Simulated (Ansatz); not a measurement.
# Relaxation path: bcc W (111), 5 layers

DFT, LDA, PAW with Ansatz's default frozen-core files, scalar-relativistic (Ansatz 0.2.0); a Γ-centred 11×11×1 k mesh, Fermi–Dirac smearing of 0.1 eV, no spin polarisation. The run relaxes the atoms in the fixed cell.

Command: `ansatz run input.yaml --threads 2 --pin off --max-ram 4096MiB --backend cpu --events-out ev --progress --plain --runs-dir out` It took 30 s on 2 threads of Intel(R) Xeon(R) 6975P-C (Granite Rapids), on a shared host, peak memory 0.59 GiB.

```yaml
crystal:
  lattice:
    - [4.4333818594, 0.0, 0.0]
    - [-2.2166909297, 3.8394213149, 0.0]
    - [0.0, 0.0, 19.6198]
  atoms:
    - { symbol: W, position: [0.833333333, 0.166666667, 0.4077503051] }
    - { symbol: W, position: [0.166666667, 0.833333333, 0.4538751524] }
    - { symbol: W, position: [0.5, 0.5, 0.5] }
    - { symbol: W, position: [0.833333333, 0.166666667, 0.5461248476] }
    - { symbol: W, position: [0.166666667, 0.833333333, 0.5922496949] }
kpoints:
  mp_grid: { grid: [11, 11, 1] }
scf:
  occupations: { method: fermi_dirac, width: 0.1 }
hamiltonian:
  xc: lda
  pseudopotentials: { kind: paw }
output:
  forces: true
  stress: true
  eigenvalues: true
relax:
  f_tol: 0.01
  max_steps: 40
efield:
  axis: 3
  amplitude: 0
  dipole_correction: true
```

Each step lists its free energy a cell above the last geometry, and Cartesian positions (Å) with forces (eV/Å).

The first step:

```
step 1  dF = 1097.66 meV
  W 3.3250 0.6399 8.0000   0.0000 0.0000 3.3980
  W -1.1083 3.1995 8.9049   0.0000 0.0000 0.9361
  W 1.1083 1.9197 9.8099   0.0000 0.0000 0.0000
  W 3.3250 0.6399 10.7149   0.0000 0.0000 -0.9361
  W -1.1083 3.1995 11.6198   0.0000 0.0000 -3.3980
```

Spin–orbit coupling is left out, which matters for the heavy atoms. The PAW files were made under PBE.

Problem. Where does the relaxation end, and by which steps?

Solution. After 6 geometries, with a shortest distance of 2.410 Å. The further steps:
```
step 2  dF = 70.10 meV
  W 3.3250 0.6399 8.1966   0.0000 0.0000 1.1158
  W -1.1083 3.1995 8.9469   0.0000 0.0000 0.4786
  W 1.1083 1.9197 9.8099   0.0000 0.0000 0.0000
  W 3.3250 0.6399 10.6729   0.0000 0.0000 -0.4786
  W -1.1083 3.1995 11.4232   0.0000 0.0000 -1.1158
step 3  dF = 7.33 meV
  W 3.3250 0.6399 8.2660   0.0000 0.0000 -0.3627
  W -1.1083 3.1995 8.9653   0.0000 0.0000 -0.3061
  W 1.1083 1.9197 9.8099   0.0000 0.0000 0.0000
  W 3.3250 0.6399 10.6546   0.0000 0.0000 0.3061
  W -1.1083 3.1995 11.3538   0.0000 0.0000 0.3627
step 4  dF = 0.09 meV
  W 3.3250 0.6399 8.2536   0.0000 0.0000 -0.0171
  W -1.1083 3.1995 8.9552   0.0000 0.0000 0.0372
  W 1.1083 1.9197 9.8099   0.0000 0.0000 0.0000
  W 3.3250 0.6399 10.6646   0.0000 0.0000 -0.0372
  W -1.1083 3.1995 11.3662   0.0000 0.0000 0.0171
step 5  dF = 0.02 meV
  W 3.3250 0.6399 8.2515   0.0000 0.0000 0.0131
  W -1.1083 3.1995 8.9579   0.0000 0.0000 -0.0152
  W 1.1083 1.9197 9.8099   0.0000 0.0000 0.0000
  W 3.3250 0.6399 10.6619   0.0000 0.0000 0.0152
  W -1.1083 3.1995 11.3683   0.0000 0.0000 -0.0131
step 6  dF = 0.00 meV
  W 3.3250 0.6399 8.2523   0.0000 0.0000 0.0004
  W -1.1083 3.1995 8.9570   0.0000 0.0000 0.0002
  W 1.1083 1.9197 9.8099   0.0000 0.0000 0.0000
  W 3.3250 0.6399 10.6628   0.0000 0.0000 -0.0002
  W -1.1083 3.1995 11.3675   0.0000 0.0000 -0.0004
```
